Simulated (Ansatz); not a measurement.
PbS:
```cif
data_Pb2S2
_chemical_formula_sum 'Pb2 S2'
_space_group_name_H-M_alt 'P63/mmc'
_space_group_IT_number 194
_space_group_name_Hall '-P 6c 2c'
_cell_length_a 4.12313
_cell_length_b 4.12313
_cell_length_c 7.33320
_cell_angle_alpha 90.000
_cell_angle_beta 90.000
_cell_angle_gamma 120.000
loop_
_atom_site_label
_atom_site_type_symbol
_atom_site_symmetry_multiplicity
_atom_site_Wyckoff_symbol
_atom_site_fract_x
_atom_site_fract_y
_atom_site_fract_z
_atom_site_occupancy
Pb1 Pb 2 a 0.00000 0.00000 0.00000 1
S1 S 2 c 0.33333 0.66667 0.25000 1
```

Relaxed with r²SCAN.

Problem. Which orbitals make up the states near the band edges in plane-wave PAW r²SCAN (Ansatz code)?

Solution. Top 1 eV of the valence band: S 3p 70 %, Pb 6s 21 %, Pb 6p 7 %. Bottom 1 eV of the conduction band: Pb 6p 73 %, S 3s 13 %, S 3p 8 %. Projections are on Löwdin-orthogonalised atomic valence shells; empty p or d shells of many metals are not among them.

Problem. Tabulate the density of states.

Solution. States/eV per cell of 4 atoms, in 0.25 eV bins, energy from the valence-band maximum.

```csv
E (eV),total,S 3p,Pb 6p,Pb 6s
-7.85,0.80,0.07,0.01,0.61
-7.60,0.31,0.03,0.00,0.21
-7.35,0.19,0.01,0.00,0.12
-7.10,0.09,0.00,0.00,0.06
-6.85,0.00,0.00,0.00,0.00
-6.60,0.00,0.00,0.00,0.00
-6.35,0.00,0.00,0.00,0.00
-6.10,0.00,0.00,0.00,0.00
-5.85,0.00,0.00,0.00,0.00
-5.60,0.00,0.00,0.00,0.00
-5.35,0.00,0.00,0.00,0.00
-5.10,0.26,0.15,0.11,0.00
-4.85,1.29,0.75,0.50,0.02
-4.60,2.90,1.74,1.07,0.05
-4.35,2.74,1.67,0.95,0.07
-4.10,2.58,1.59,0.83,0.11
-3.85,2.67,1.72,0.77,0.11
-3.60,3.32,2.31,0.84,0.10
-3.35,3.66,2.69,0.82,0.09
-3.10,4.68,3.61,0.84,0.13
-2.85,4.03,3.23,0.60,0.12
-2.60,3.49,2.86,0.44,0.12
-2.35,4.48,3.74,0.42,0.23
-2.10,2.59,2.10,0.22,0.21
-1.85,1.88,1.40,0.19,0.25
-1.60,1.96,1.46,0.15,0.30
-1.35,3.22,2.43,0.18,0.53
-1.10,1.25,0.90,0.09,0.24
-0.85,0.58,0.41,0.04,0.12
-0.60,0.32,0.22,0.02,0.07
-0.35,0.07,0.05,0.00,0.02
-0.10,0.00,0.00,0.00,0.00
0.15,0.00,0.00,0.00,0.00
0.40,0.07,0.00,0.05,0.00
0.65,0.41,0.03,0.30,0.00
0.90,1.21,0.09,0.90,0.02
1.15,1.76,0.18,1.28,0.03
1.40,1.96,0.23,1.39,0.04
1.65,1.74,0.22,1.23,0.04
1.90,1.53,0.18,1.12,0.03
2.15,2.96,0.38,2.23,0.03
2.40,2.99,0.47,2.09,0.04
2.65,2.39,0.39,1.69,0.03
2.90,3.65,0.75,2.43,0.02
3.15,3.82,0.79,2.54,0.01
3.40,5.67,1.32,3.72,0.01
3.65,3.75,0.84,2.51,0.01
3.90,2.30,0.47,1.55,0.01
4.15,2.70,0.57,1.83,0.01
4.40,2.58,0.56,1.72,0.01
4.65,2.82,0.66,1.77,0.01
4.90,2.84,0.67,1.66,0.01
```

Space group P6_3/mmc (NiAs type). The start of the workflow was typed in or built on a structure type; neither database checked (COD, Materials Project) lists it. It is not the phase usual at ambient conditions (space group No. 225). The cell was relaxed with r²SCAN under the symmetry of its start; its stability against distortions is not shown here. Spin–orbit coupling is left out wherever it is not named.

Potentials: the later of the program's two PAW sets.
